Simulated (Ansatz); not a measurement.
## The polar optical mode of LiH at -2.9 GPa, worked through

Theory: DFT PBE, scalar-relativistic, plane waves, PAW in Ansatz 0.2.0. Plane waves to 420 eV; Γ-centred k mesh 10×10×10; fixed occupations. No spin polarisation. Phonons by linear response, acoustic sum rule imposed.

The cell is fixed (symmetry leaves no force on the atoms) and stands under -2.9 GPa:
```
Li H
1.0
     0.00000    2.06610    2.06610
     2.06610    0.00000    2.06610
     2.06610    2.06610    0.00000
Li H
1 1
Direct
  0.00000 0.00000 0.00000
  0.50000 0.50000 0.50000
```

The cell is the ideal cubic rocksalt prototype.

Linear response gives ν_TO = 491.3 cm⁻¹, Born charges ±1.031 e (positive on Li) and ε∞ = 4.229. The primitive cell holds 17.639 Å³, and the masses are 6.940 and 1.008 amu.

Q: Find ν_LO and the static dielectric constant.

A: The long-wave field adds a restoring force: ω_LO² − ω_TO² = Z*²e²/(ε_vac ε∞ μV). In these units ν_LO² − ν_TO² = 4.92064×10⁷ Z*²/(μ V ε∞) cm⁻², with μ = m₁m₂/(m₁ + m₂) = 0.880 amu: 796454 cm⁻². So ν_LO = √(491.3² + 796454) = 1018.7 cm⁻¹, and the run gives 1018.8. Lyddane–Sachs–Teller then gives ε0 = ε∞ (ν_LO/ν_TO)² = 18.18, against 18.19 in the run (it forms both from the same three quantities, so the match checks the arithmetic only). Between ν_TO and ν_LO the dielectric function is negative and an undamped crystal reflects fully: a reststrahlen band from 9.8 to 20.4 μm.

Q: What do the Clausius–Mossotti polarisability and the Szigeti charge come to?

A: With the Lorentz local field, α = (3V/4π)(ε∞ − 1)/(ε∞ + 2) = 2.18 Å³ for the pair, and e_S = 3Z*/(ε∞ + 2) = 0.50 e. The Born charge includes the electrons' response to the dipole's own local field, and e_S takes that enhancement out. The Lorentz field assumes point-like polarisable ions, a poor picture once ε∞ is this large, since the electron clouds then overlap or are shared, so both numbers are formal here.

Q: How strongly does a slow electron couple to the LO mode?

A: For one isotropic parabolic band, Fröhlich's constant is α_F = (1/ε∞ − 1/ε0) √(m* Ry/ħω_LO), with Ry = 13.606 eV, ħω_LO = 126.3 meV and m* in free-electron masses: α_F = 0.1815 × 10.38 × √m* = 1.88 √m*. The band mass isn't part of this run; for m* = 0.1, 0.3 and 1 it gives 0.60, 1.03, 1.88. In weak coupling the polaron lies α_F ħω_LO below the band edge (130 meV at m* = 0.3) with a mass m*(1 + α_F/6); past α_F of about 5 or 6 that expansion fails. A semilocal functional's ε∞ tends to be too large, which taken alone lowers α_F.

Cost: 1 run of about 1.3 core-minutes, on AMD EPYC 7R43 (Zen 3) (shared hosts).